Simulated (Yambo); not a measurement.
Yambo run on LaAlO₃ (cubic perovskite, space group Pm-3m, No. 221). The wavefunctions are norm-conserving PBEsol (Quantum ESPRESSO, 110 Ry, no spin-orbit coupling) ones on a 4×4×4 mesh (16 occupied bands); a = 3.7830 Å, b = 3.7830 Å, c = 3.7830 Å, α = 90.00°, β = 90.00°, γ = 90.00°.

Yambo input:

```
rim_cut
HF_and_locXC
RandQpts= 1000000
RandGvec= 1 Ry
EXXRLvcs= 110 Ry
VXCRLvcs= 440 Ry
% QPkrange
 1 | 1 | 16 | 17 |
 10 | 10 | 16 | 17 |
%
```

k points by index: 1 = Γ, 10 = R.

The o-*.hf file then holds:

```
#    K-point    Band    Eo [eV]    Ehf [eV]    Vxc [eV]    Vnlxc [eV]
#
    1    16    -0.107663    -5.357729    -20.03313    -25.28319
    1    17    3.443860    8.334107    -11.59875    -6.708500
    10    16    0.000000    -4.877299    -19.79581    -24.67311
    10    17    4.531235    17.11645    -16.05103    -3.465814
```
Exchange alone, without screening.

Geometry of the Materials Project entry, not relaxed at this level.

This is not the ordinary phase of the substance.
